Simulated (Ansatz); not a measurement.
Input file for Ansatz (a program for electronic structure):

Ansatz 0.2 input:
```yaml
crystal:
  lattice:
    - [3.6689214762, 0.0, 0.0]
    - [-1.8344607381, 3.1773792028, 0.0]
    - [0.0, 0.0, 33.0]
  periodic: [true, true, false]
  atoms:
    - { symbol: Se, position: [0.6666666667, 0.3333333333, 0.5477548079] }
    - { symbol: Sn, position: [0.0, 0.0, 0.5] }
    - { symbol: Se, position: [0.3333333333, 0.6666666667, 0.4522451921] }
kpoints:
  mp_grid: { grid: [12, 12, 1] }
hamiltonian:
  xc: r2scan
  dispersion: d4
  pseudopotentials: { kind: paw }
scf:
  occupations: { method: gaussian, width: 0.005 }
relax:
  f_tol: 0.005
  max_steps: 150
output:
  eigenvalues: true
  stress: true
  write_potential: true
  volumetric_format: []
```

Output (shortened):

```
WARN output.stress: scf.convergence.dr2_threshold = 2.5e-8 eV (the default of a walk held to its f_tol) is looser than the 3e-10 eV advised for a printed …
Relaxation: its limit of steps is 150 (relax.max_steps)
Pseudopotentials: kind: paw
Pseudopotential: Se, paw, valence charge 16
Pseudopotential: Sn, paw, valence charge 14
Functional definition: r2SCAN
Crystal: 3 atoms, lattice volume = 384.699 Å³
Basis set: ecut = 500 eV, 9841 PW (Γ), exchange–correlation on 108×108×972 points (64 copies of the dense FFT grid, shifted against one another)
Bands: 28, of which v1, the nominal top of the filled ones, is band 23 counted from 1 (22 counted from 0)
Symmetry: 12 space group operations
Space group: P-3m1 (ITA 164), of the structure as read, at distance tolerance 7.3e-5 Å
k-points: 19 of 144
PAW frozen core: Se, regenerated for the run's functional
PAW frozen core: Sn, regenerated for the run's functional
Initial wavefunctions: pseudopotential atomic-orbital guess
Eigensolver: davidson
Functional: x = r2scan, c = r2scan; τ floored in thin density (d = 2e-4 eV/Å³)
all-band conjugate gradients solve this SCF's bands
SCF 1 converged in 7 iterations: F = -16996.229868 eV  dr2 = 1.05e-7
relax step   1: F+E_penalty+E_count = -16996.22986829 eV  Δ(F+E_penalty+E_count) = +0.000e0 eV  max|allowed force component| = 5.939e-1 eV/Å  Δτ_max = 0.0000 Å  (7 SCF iters, dr2 threshold 6.25e-7 eV, accepted)
density extrapolation: transplant  |δρ|_rms = 1.385e-2 e/Å³  SAD shift = 3.801e-1 e/Å³
Crystal: 3 atoms, lattice volume = 384.699 Å³
Initial density: handed on by an earlier stage of this run
Initial wavefunctions: those handed on with the density
SCF 2 converged in 5 iterations: F = -16996.133856 eV  dr2 = 1.49e-5
relax step   2: F+E_penalty+E_count = -16996.13385647 eV  Δ(F+E_penalty+E_count) = +9.601e-2 eV  max|allowed force component| = 1.134e0 eV/Å  Δτ_max = 0.1539 Å  (5 SCF iters, dr2 threshold 2.20e-5 eV, rejected (line search))
density extrapolation: transplant  |δρ|_rms = 1.282e-2 e/Å³  SAD shift = 2.594e-1 e/Å³
Crystal: 3 atoms, lattice volume = 384.699 Å³
SCF 3 converged in 7 iterations: F = -16996.258007 eV  dr2 = 2.49e-8
relax step   3: F+E_penalty+E_count = -16996.25800734 eV  Δ(F+E_penalty+E_count) = -2.814e-2 eV  max|allowed force component| = 2.652e-2 eV/Å  Δτ_max = 0.0504 Å  (7 SCF iters, accepted)
density extrapolation: transplant  |δρ|_rms = 1.350e-2 e/Å³  SAD shift = 6.248e-3 e/Å³
Crystal: 3 atoms, lattice volume = 384.699 Å³
SCF 4 converged in 4 iterations: F = -16996.258066 eV  dr2 = 3.40e-8
relax step   4: F+E_penalty+E_count = -16996.25806627 eV  Δ(F+E_penalty+E_count) = -5.893e-5 eV  max|allowed force component| = 2.626e-3 eV/Å  Δτ_max = 0.0025 Å  (4 SCF iters, dr2 threshold 4.40e-8 eV, accepted)
Crystal: 3 atoms, lattice volume = 384.699 Å³
SCF 5 converged in 2 iterations: F = -16996.258066 eV  dr2 = 8.14e-9
relax step   5: F+E_penalty+E_count = -16996.25806628 eV  Δ(F+E_penalty+E_count) = -1.520e-8 eV  max|allowed force component| = 2.644e-3 eV/Å  Δτ_max = 0.0000 Å  (2 SCF iters, accepted)
Crystal: 3 atoms, lattice volume = 384.699 Å³
SCF 6 converged in 2 iterations: F = -16996.258066 eV  dr2 = 1.88e-9
WARN: The output density's exchange-correlation potential varies sharply where the density is thin …
SCF converged after 2 iterations
Stability not checked: this state was not tested for a lower state beside it, because too few of the mixer's solves of this state at the end of the SCF gave a …
Free energy (F): -16996.258066 eV
Harris-Foulkes:  -16996.258066 eV  (|F-HF|=8.08e-10)
Internal energy: -16996.258066 eV  (E = F + TS)
E sigma→0 (E₀):  -16996.258066 eV
Fermi energy:    -5.422441 eV
--- Per-component energies (eV) ---
  E_band       = -1534.015262
  E_kinetic    = 427.258705
  E_local      = -113926.482322  (includes V_loc(G=0)·N_el)
  E_nonlocal   = -1222.086176
  E_hartree    = 56722.234567
  E_xc         = -570.611511
  E_vxc        = -315.464261  (∫ρ·V_xc dr)
  E_paw        = -8015.013057  (= ΣΔE_a)
  E_vpaw       = 41.269605  (= ΣTr[D̂ρ^β])
  E_aug_tail   = -0.000425  (compensation charges beyond the density's cutoff)
  E_vtau       = 17.012631  (kinetic-family band-sum trace: ∫τ·v_τ [+ j·A + Jᵃ·Aᵃ] dr)
  E_ewald      = 49591.518835
  E_disp       = -0.282462  (pairwise vdW)
  E_core_change = -2.794221  (= ΣΔE_core)
  E_smearing   =  0.000000  (= −TS)
  E_closure    = 0.000000  (closes the sum)
  Σ components = -16996.258066   (vs F -16996.258066, Δ=0.00e0)
--- Forces (eV/Å), atoms counted from 1 ---
  atom   1  Se     0.00000000     0.00000000     0.00262961
  atom   2  Sn     0.00000000     0.00000000     0.00000000
  atom   3  Se     0.00000000     0.00000000    -0.00262961
  max |Σ_I F_I| component: 0.0 eV/Å
--- 2D stress c σ (N/m, compression-positive) ---
        4.240399       0.000000       0.000000
        0.000000       4.240399       0.000000
        0.000000       0.000000       0.000000
  P = ½ c Tr σ = 4.2404 N/m
  The stress holds the Pulay correction. Without it, at fixed plane waves: P = 4.2359 N/m
  The stress includes an estimate of the error left by incomplete SCF convergence (largest component  0.0000 N/m …
--- Band table (eV; the first three rows and the last of 19) ---
  k-point 0: bands = ["-53.5765", "-53.5765", "-53.5764", "-53.5764", "-53.5709", "-53.5709", "-53.5706", "-53.5706", "-53.5678", "-53.5675", "-28.0316", "-28.0316", "-27.9625", "-27.9499", "-27.9499", "-20.6417", "-19.1514", "-12.1591", "-7.7701", "-6.3483", …
  k-point 1: bands = ["-53.5765", "-53.5765", "-53.5764", "-53.5764", "-53.5709", "-53.5709", "-53.5706", "-53.5706", "-53.5677", "-53.5675", "-28.0353", "-28.0272", "-27.9597", "-27.9535", "-27.9502", "-20.5607", "-19.0865", "-12.1435", "-7.7246", "-7.0557", …
  k-point 2: bands = ["-53.5765", "-53.5765", "-53.5763", "-53.5762", "-53.5710", "-53.5708", "-53.5707", "-53.5705", "-53.5676", "-53.5674", "-28.0469", "-28.0156", "-27.9633", "-27.9507", "-27.9503", "-20.3228", "-18.9049", "-12.1369", "-8.3328", "-7.6498", …
  k-point 18: bands = ["-53.5763", "-53.5760", "-53.5760", "-53.5760", "-53.5708", "-53.5708", "-53.5708", "-53.5705", "-53.5670", "-53.5670", "-28.0478", "-28.0478", "-27.9596", "-27.9596", "-27.9160", "-18.2678", "-18.2678", "-13.4842", "-10.1496", …
  ° read free of the cell's end (the report's vacuum.weakly_bound_levels)
  band table: 28 of 28 bands, residual norms ≤ 1.0e-3 eV
--- Relaxed structure (5 steps of the walk, 4 accepted, 0 SCFs on fresh bases) ---
  F+E_penalty+E_count = -16996.25806628 eV   max|allowed force component| = 2.644e-3 eV/Å
  cell:  # Å, volume = 384.6993 Å³
    - [3.6689214761540985, 0.0, 0.0]
    - [-1.8344607380770492, 3.177379202839752, 0.0]
    - [0.0, 0.0, 33.0]
  atoms:
    - { symbol: Se, position: [0.6666666666666666, 0.33333333333333337, 0.549206213231235] }
    - { symbol: Sn, position: [0.0, 0.0, 0.5] }
    - { symbol: Se, position: [0.33333333333333337, 0.6666666666666667, 0.45079378676876497] }
```

Cost: roughly 4 core-minutes on shared cores.

This run is a variant of the relaxed cell: strain -4 % along x, -4 % along y, atoms relaxed.

A layer that has been made, often on a substrate. The strained cell keeps its size and symmetry.

Potentials: the later of the program's two PAW sets.

Ansatz is a plane-wave DFT program.
